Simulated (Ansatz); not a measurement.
## AlHgF4: relaxation (Ansatz)

Run with:

```bash
ansatz run input.yaml --threads 2 --pin off --max-ram 2560MiB --backend cpu --events-out ev --progress --plain --runs-dir out
```

The input file (Ansatz 0.2.0, plane waves):

```yaml
crystal:
  lattice:
    - [0.0, 5.027376, 0.0]
    - [5.027376, 0.0, 0.0]
    - [2.513688, 2.513688, -6.260999]
  atoms:
    - { symbol: Hg, position: [0.75, 0.25, 0.5] }
    - { symbol: Hg, position: [0.25, 0.75, 0.5] }
    - { symbol: Al, position: [0.0, 0.0, 0.0] }
    - { symbol: Al, position: [0.5, 0.5, 0.0] }
    - { symbol: F, position: [0.2237, 0.2763, 0.0] }
    - { symbol: F, position: [0.2763, 0.7763, 0.0] }
    - { symbol: F, position: [0.7763, 0.7237, 0.0] }
    - { symbol: F, position: [0.7237, 0.2237, 0.0] }
    - { symbol: F, position: [0.1371, 0.1371, 0.7258] }
    - { symbol: F, position: [0.3629, 0.3629, 0.2742] }
    - { symbol: F, position: [0.8629, 0.8629, 0.2742] }
    - { symbol: F, position: [0.6371, 0.6371, 0.7258] }
  symmetry: { tolerance: 0.0003 }
kpoints:
  mp_grid: { grid: [5, 5, 5], shift: [0, 0, 0] }
magnetization:
  spin_polarized: false
scf:
  occupations: { method: fermi_dirac }
  lower_state_search: "off"
hamiltonian:
  pseudopotentials: { kind: paw }
  xc: r2scan
  hubbard:
    projectors: all-electron-ortho-atomic
    sites: [{ species: Hg, l: d, u_eff: 8.09 }]
basis:
  ecutwfc: 500
  fft_grid_basis: typed
relax:
  max_steps: 40
  cell: { p_target: 0.0 }
output:
  forces: true
  stress: true
  eigenvalues: true
  bader: true
  populations: true
  elf: true
  write_potential: true
  volumetric_format: npy
  dos:
    e_range: [-12, 8]
    de: 0.05
    projected: { site_lists: { Al: [Al], F: [F], Hg: [Hg] } }
checkpoint:
  read: saved_state
```

Origin of the cell: a known structure type with other elements, at an estimated volume, so it need not be a known compound.

The smearing width isn't typed, so it takes its default of 0.1 eV.

The saved state is a converged single point of the same cell.

Steps («new basis» is an SCF on plane waves selected anew at the same cell):

```
step  ΔF (meV/atom)  max force component (eV/Å)  P (GPa)  volume (Å³)  SCF iterations   step was
   1            0.0                       1.614     3.34       158.24               7   accepted
   2          -10.1                       0.732     3.62       152.54               8   accepted
   3          -20.0                       0.368     1.02       156.21               7   accepted
   4          -25.8                       0.106    -0.55       157.33               7   accepted
   5          -29.1                       0.253    -1.07       156.67               7   accepted
   6          -31.5                       0.005     0.01       154.20               7   accepted
   7          -31.2                       0.005     0.02       154.20               7  new basis
```

Before:

Space group I4/mcm (No. 140); the run's cell has a = 5.027 Å, b = 5.027 Å, c = 7.200 Å, α = 69.57°, β = 69.57°, γ = 90.00°. Shortest distances: Al–F 1.72 Å, F–F 2.48 Å, F–Hg 2.88 Å, Hg–Hg 3.55 Å, Al–Al 3.55 Å.

After:

Space group I4/mcm (No. 140); the run's cell has a = 4.930 Å, b = 4.930 Å, c = 7.238 Å, α = 70.09°, β = 70.09°, γ = 90.00°. Shortest distances: Al–F 1.79 Å, F–F 2.54 Å, F–Hg 2.82 Å, Hg–Hg 3.49 Å, Al–Al 3.49 Å.

```
CELL_PARAMETERS angstrom
0.00000 4.93041 0.00000
4.93041 0.00000 0.00000
2.46520 2.46520 -6.34330
ATOMIC_POSITIONS crystal
Hg 0.75000 0.25000 0.50000
Hg 0.25000 0.75000 0.50000
Al 0.00000 0.00000 0.00000
Al 0.50000 0.50000 0.00000
F 0.18968 0.31032 0.00000
F 0.31032 0.81032 0.00000
F 0.81032 0.68968 0.00000
F 0.68968 0.18968 0.00000
F 0.14166 0.14166 0.71669
F 0.35834 0.35834 0.28331
F 0.85834 0.85834 0.28331
F 0.64166 0.64166 0.71669
```

```
Free energy lowered by  : 31.2 meV/atom
Volume change           : -2.56 %
Final pressure          : 0.02 GPa
Relaxation steps listed : 7
Gap on the mesh         : none (metal)
```

Caveats: no spin, though holes on the anions or broken bonds may carry moments; no spin-orbit coupling, though heavy elements are present; the relaxation held the start's symmetry, so the end may be a saddle point.

The run took 2.4 min on 2 threads of Arm Neoverse V1, on a shared host, peak memory 1 GiB, from a saved density.
